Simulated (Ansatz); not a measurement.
Relaxing a structure of HfO₂

The start is a relaxed HfO2 cell displaced along its unstable phonon at q = Γ (147i cm⁻¹), largest move 0.15 Å. A full variable-cell relaxation at zero pressure is run with PBEsol (plane waves to 420 eV, PAW, scalar-relativistic; Ansatz, a quantum-chemistry and plane-wave program). First-step values are on the input's coarse k-mesh.

Ansatz input (later rounds restart from its end on a renewed k-mesh):
Ansatz 0.2 input:
```yaml
crystal:
  lattice:
    - [5.1479802604, 0, 0]
    - [0, 5.1479802604, 0]
    - [0, 0, 5.1479802604]
  atoms:
    - { symbol: Hf, position: [-0.0032869955, -0.00397391, -0.0069795461] }
    - { symbol: Hf, position: [0.4967130045, 0.50397391, 0.0069795461] }
    - { symbol: Hf, position: [-0.0032869955, 0.50397391, 0.4930204539] }
    - { symbol: Hf, position: [0.4967130045, -0.00397391, 0.5069795461] }
    - { symbol: O, position: [0.3500976636, 0.337476793, 0.353675898] }
    - { symbol: O, position: [0.8500976636, 0.162523207, 0.646324102] }
    - { symbol: O, position: [0.6865720922, 0.8260487784, 0.1901503266] }
    - { symbol: O, position: [0.1865720922, 0.6739512216, 0.8098496734] }
    - { symbol: O, position: [0.6865720922, 0.6739512216, 0.6901503266] }
    - { symbol: O, position: [0.1865720922, 0.8260487784, 0.3098496734] }
    - { symbol: O, position: [0.3500976636, 0.162523207, 0.853675898] }
    - { symbol: O, position: [0.8500976636, 0.337476793, 0.146324102] }
basis: { ecutwfc: 420, ecutrho_ratio: 4, xc_grid: 2, fft_grid_basis: typed }
kpoints: { mp_grid: { grid: [4, 4, 4] } }
hamiltonian:
  xc: pbesol
  dispersion: none
  pseudopotentials: { azcp: { folder: ./paw }, kind: paw }
scf: { occupations: { method: fermi_dirac, width: 0.05 } }
relax: { f_tol: 0.01, max_steps: 100, cell: { stress_tol: 0.02 } }
output: { forces: true, stress: true }
```

Q: What is the largest force in the starting geometry, and on which atom (counted from 1)?

A: 0.58 eV/Å, on Hf1, Hf2, Hf3, Hf4 (atoms numbered as listed).

Q: By how much does the energy per atom fall from start to end?

A: 0.13 eV/atom.

Q: How does the volume change?

A: -3.0 %, from 11.37 to 11.03 Å³/atom.

Q: Is the relaxed structure metallic? Give its gap.

A: 4.36 eV, indirect (valence top at Γ, conduction bottom at k = (0.2, -0.5, 0.4)) (no spin-orbit coupling).

Q: Write out the relaxed structure.

A: 
```cif
data_Hf4O8
_chemical_formula_sum 'Hf4 O8'
_space_group_name_H-M_alt 'Pca21'
_space_group_IT_number 29
_space_group_name_Hall 'P 2c -2ac'
_cell_length_a 5.22881
_cell_length_b 5.01805
_cell_length_c 5.04226
_cell_angle_alpha 90.000
_cell_angle_beta 90.000
_cell_angle_gamma 90.000
loop_
_atom_site_label
_atom_site_type_symbol
_atom_site_symmetry_multiplicity
_atom_site_Wyckoff_symbol
_atom_site_fract_x
_atom_site_fract_y
_atom_site_fract_z
_atom_site_occupancy
Hf1 Hf 4 a 0.53290 0.23245 0.02685 1
O1 O 4 a 0.36802 0.57171 0.16443 1
O2 O 4 a 0.23398 0.04030 0.27534 1
```

Final values are on a 5×6×5 k-mesh of the relaxed cell. No spin polarisation in the result.

The run could not lose the symmetry of its start.

Of the parent cell (Pa-3 (No. 205)): it is a generated cell of HfO2: the first start was made by placing the elements on the sites of a structure type, and the end was not matched to a known phase here, so it may be hypothetical. Known forms of HfO2 include space group No. 14, 29, 137, 225.

The first start was generated by placing the elements on the sites of a structure type. Materials Project lists a structure of HfO2 in the same space group, Pca2₁ (No. 29); the sites were not compared with it, nor with measured phases.
